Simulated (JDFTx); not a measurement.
System: V(211) (Im-3m bulk; lattice of mp-146, not re-optimised at this level), 1x1 cell of 8 atoms in 8 planes, area 10.89 Å² a face, 8.3 Å between the outermost planes in a cell 24.5 Å high; k mesh 8×6×1, Fermi width 0.01 Ha, no spin polarisation. Neither spin polarisation nor a larger cell was tried.

Level of theory: PBE, GBRV ultrasoft potentials, plane waves to 20/100 Ha; code: JDFTx (a modified build). Liquid: CANDLE, water, 0.5 M KCl. Between zero charge and 0.68 V from it the run gives σ = 20.7 μC/cm², a mean capacitance of 30.4 μF/cm². The liquid has ε = 78.4, a 1:1 salt at 0.5 M with linear (Debye) response, and T = 298 K.

Worked example: the Debye length, the diffuse-layer capacitance, and the inner capacitance that is left when the two stand in series.

Each ion has density c = 0.5 × 6.022×10⁻⁴ = 3.011e-04 Å⁻³. λ² = ε kT / (8π (e²/4πε₀) c) with kT = 0.02568 eV and e²/4πε₀ = 14.40 eV Å gives λ = 4.30 Å; the log prints 4.30 Å. C_diffuse = ε₀ε/λ = 161 μF/cm². Then 1/C_inner = 1/30.4 − 1/161, so C_inner = 37.5 μF/cm², which equals a vacuum gap of ε₀/C_inner = 0.24 Å. The diffuse layer takes 19 % of the potential drop; the rest lies between the electrode's charge and the onset of the dielectric, with the electrode's own (quantum) capacitance in it. The split is a model: in the calculation solvent and ions share one smooth cavity.
